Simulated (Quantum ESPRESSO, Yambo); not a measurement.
MgLa2NiO6 (space group R-3, No. 148). The geometry is that of Materials Project entry mp-1391671, symmetrised and not relaxed again. Chain: PBEsol (Quantum ESPRESSO, PseudoDojo norm-conserving, 110 Ry, without SOC); G0W0 in Yambo (2×2×2 Γ-centred k mesh, bands 6 to 189 and a 7 Ry block in the screening, 189 bands in G with the Bruneval-Gonze terminator, plasmon pole fitted at 27.2 eV); BSE (4×4×4 mesh, 16 valence and 8 conduction bands, static screening with 85 bands and a 3 Ry block, scissor 1.12 eV, Tamm-Dancoff).

```json
{
 "PBEsol gap (dense path)": "1.13 eV",
 "PBEsol gap F → F on the GW mesh": "1.13 eV",
 "PBEsol smallest direct gap on the GW mesh, at F": "1.13 eV",
 "G0W0 direct gap at that point": "2.25 eV",
 "G0W0 correction to the gap F → F": "1.12 eV",
 "direct gap on the BSE mesh, with the scissor": "2.25 eV",
 "first BSE state allowed for light along x": "2.17 eV",
 "lowest BSE state": "1.24 eV",
 "binding_of_the_lowest_exciton": "1.00 eV"
}
```

Rough cost of the Yambo steps against G0W0 for 8 states: BSE about 4×.

Nearest settings tried, and what they do to the gap: 130 bands in G: +17 meV; 130 bands in W, 130 bands in G: +20 meV; 6 Ry block (181 vectors against 271): +97 meV. Not varied: mesh. So the settings aren't converged at that level. The k mesh is coarse. The BSE states are vertical excitations (zero momentum). Convergence of the binding with the mesh was not shown. Axes are Cartesian, with cell vectors (Å) (2.76, 1.60, 4.39), (-2.76, 1.60, 4.39), (0.00, -3.19, 4.39).

The 3d shell has no Hubbard U; the runs are without spin polarisation, and magnetic order was not tried. The 4f states are in the valence at their DFT position.

The structure is a Materials Project entry; no match was found in the copy of COD used, and its stability was not checked.
